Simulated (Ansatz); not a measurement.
BeS:
```xyz
2
Lattice="0.0000 2.4190 2.4190 2.4190 0.0000 2.4190 2.4190 2.4190 0.0000" Properties=species:S:1:pos:R:3 pbc="T T T"
S      3.6285     3.6285     3.6285
Be     0.0000     0.0000     0.0000
```

Tensor components refer to the Cartesian frame of this cell.

### Question
Give the proper piezoelectric stress tensor with relaxed ions from DFT-PBEsol in the program Ansatz with PAW potentials.

### Answer
In C/m², rows x, y, z, Voigt columns; mesh uncertainty up to 0.00.
```
0.00  0.00  0.00  0.16  0.00  0.00
0.00  0.00  0.00  0.00  0.16  0.00
0.00  0.00  0.00  0.00  0.00  0.16
```

The elastic tensor of the same run (GPa):

```tsv
	1	2	3	4	5	6
1	161	65.6	65.6	0.0	0.0	0.0
2	65.6	161	65.6	0.0	0.0	0.0
3	65.6	65.6	161	0.0	0.0	0.0
4	0.0	0.0	0.0	83.0	0.0	0.0
5	0.0	0.0	0.0	0.0	83.0	0.0
6	0.0	0.0	0.0	0.0	0.0	83.0
```

### Question
Convert to strain constants d = e·S.

### Answer
In pC/N:
```
0.0  0.0  0.0  2.0  0.0  0.0
0.0  0.0  0.0  0.0  2.0  0.0
0.0  0.0  0.0  0.0  0.0  2.0
```

Space group F-43m (zinc blende). The cell was relaxed with PBEsol under the symmetry of its start.

Potentials: the later of the program's two PAW sets.
